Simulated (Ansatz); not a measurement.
NaI (rock salt) is sheared across one {110} plane: the third cell vector gains the shift, so faults repeat every 6.9 Å. The cut lies between planes 2.31 Å apart; the cell height is held.

```
NaI
1.0
    4.61673     0.00000     0.00000
    0.00000     6.52904     0.00000
    2.30836     3.26452     6.92509
I Na
3 3
Direct
  0.00000   0.00000   0.83333
  0.33333   0.33333   0.16667
  0.66667   0.66667   0.50000
  0.00000   0.50000   0.83333
  0.33333   0.83333   0.16667
  0.66667   0.16667   0.50000
```

In-plane vectors a = (4.617, 0.000) Å, b = (0.000, 6.529) Å, area 30.14 Å². The shift is s times the vector b (length 6.529 Å), so s = 1 restores the start. The shift is rigid: no atom relaxes. γ = [E(shift) − E(0)] / area.

Level of theory: PBE (plane waves to 420 eV, PAW, scalar-relativistic; Ansatz, a first-principles code). k mesh 6×6×6 (Γ-centred), Fermi-Dirac smearing 0.05 eV. Energies are extrapolated to zero smearing. Stress and pressure are positive under compression. As the smearing reaches across the gap at some points, the k mesh leaves noise in γ, roughly 0.02 J/m² as judged from a few cases. Faults lie only 6.9 Å apart, and holding the cell height and the atoms raises γ above its relaxed value. NaI was relaxed with its symmetry unable to fall. Spin-orbit coupling is left out, though I is heavy. The zero of γ is zero shift.

| s | γ (J/m²) | σ normal to the fault (GPa) |
|---|---|---|
| 0.000 | 0.00 | 0.0 |
| 0.083 | 0.04 | -0.1 |
| 0.167 | 0.20 | 0.0 |
| 0.250 | 0.48 | 0.5 |
| 0.333 | 0.87 | 1.7 |
| 0.417 | 1.23 | 3.1 |
| 0.500 | 1.38 | 3.7 |
| 0.583 | 1.23 | 3.1 |
| 0.667 | 0.87 | 1.7 |
| 0.750 | 0.48 | 0.5 |
| 0.833 | 0.20 | 0.0 |
| 0.917 | 0.04 | -0.1 |

Read from the data:

| Property | Value |
|---|---|
| Highest computed γ on the line | 1.38 J/m² |
| Position of the highest point | s = 0.500 |
| Local minima between the ends | no computed point is one |

(The slope of γ gives the shear force per area between the displaced halves; near zero shift its curvature is an elastic stiffness.)
